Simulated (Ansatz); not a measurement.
Al3Ru2 in space group I4/mmm (No. 139; Al on 2a, Al on 4e, Ru on 4e), PBE in the plane-wave PAW code Ansatz, all energies at zero smearing, with the estimated change up to a 700 eV cutoff added, with one set of potentials and settings (totals compare only within such a set). Cell of 5 atoms (3 Al, 2 Ru): -13373.286 eV.

| element | reference phase | E (eV/atom) |
|---|---|---|
| Al | Fm-3m, 1 atoms in the cell | -537.5049 |
| Ru | P6_3/mmc, 2 atoms in the cell | -5878.6876 |

Formation energy per atom, worked out: (-13373.286 − 3×(-537.5049) − 2×(-5878.6876))/5 = -0.679 eV/atom (-66 kJ per mol of atoms), at 0 K, without zero-point energy or fitted corrections.

The workflow started from a Materials Project entry (that database holds measured and hypothetical structures alike); the Crystallography Open Database copy checked does not list it. Whether it is the stable phase at ambient conditions was not checked. The PBE relaxation kept the symmetry of its start; whether a distortion lowers the energy is not shown. The run is not spin-polarised. The references are the lowest solids computed at this level, not always the standard phases.

Potentials: the later of the program's two PAW sets.
